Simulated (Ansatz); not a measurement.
# CsLaS2, one cell by several methods

```
CELL_PARAMETERS angstrom
2.16598 1.25053 8.10065
-2.16598 1.25053 8.10065
0.00000 -2.50106 8.10065
ATOMIC_POSITIONS crystal
Cs 0.00000 0.00000 0.00000
La 0.50000 0.50000 0.50000
S 0.22909 0.22909 0.22909
S 0.77091 0.77091 0.77091
```

Atom numbers follow the list: Cs1, La2, S3, S4.

The cell is the one relaxed in the Materials Project (mp-561586), not relaxed further here; entries there can be hypothetical.

Spin–orbit coupling is left out, though it moves levels of the heavy atoms by tenths of an eV or more.

Levels of theory: DFT, LDA, PAW with Ansatz's default frozen-core files, scalar-relativistic (Ansatz 0.2.0); DFT, LDA, all-electron PAW with datasets made for the crystal, scalar-relativistic (Ansatz 0.2.0); DFT, LDA, all-electron LAPW, scalar-relativistic (Ansatz 0.2.0).

For PAW: a Γ-centred 8×8×8 k mesh, Fermi–Dirac smearing of 0.03 eV, cutoff 420 eV, no spin polarisation; the PAW files were made with PBE, and the program remakes their frozen cores for this functional. The crystal-made all-electron datasets (AE datasets) take a cutoff of 240 eV at this cell. LAPW targets a basis error of 1 meV/atom. The Ansatz runs share mesh, smearing and spin set-up. Plane-wave (PAW) pressures include the program's estimate of the Pulay term.

Stress and pressure are positive in compression.

Levels count from the top of the valence band.

```
                       quantity     PAW  AE datasets    LAPW
                 pressure (GPa)   -3.09        -3.08   -3.08
                stress xx (GPa)   -2.96        -2.94   -2.94
                stress zz (GPa)   -3.35        -3.34   -3.34
          force on S3, z (eV/Å)  -0.171       -0.169  -0.169
                  band gap (eV)   2.310        2.309   2.309
 highest filled level at L (eV)  -0.331       -0.331  -0.331
   lowest empty level at L (eV)   2.939        2.939   2.938
highest filled level at H2 (eV)  -0.347       -0.347  -0.347
  lowest empty level at H2 (eV)   3.168        3.174   3.174
 highest filled level at T (eV)  -0.085       -0.085  -0.085
   lowest empty level at T (eV)   3.167        3.173   3.173
```
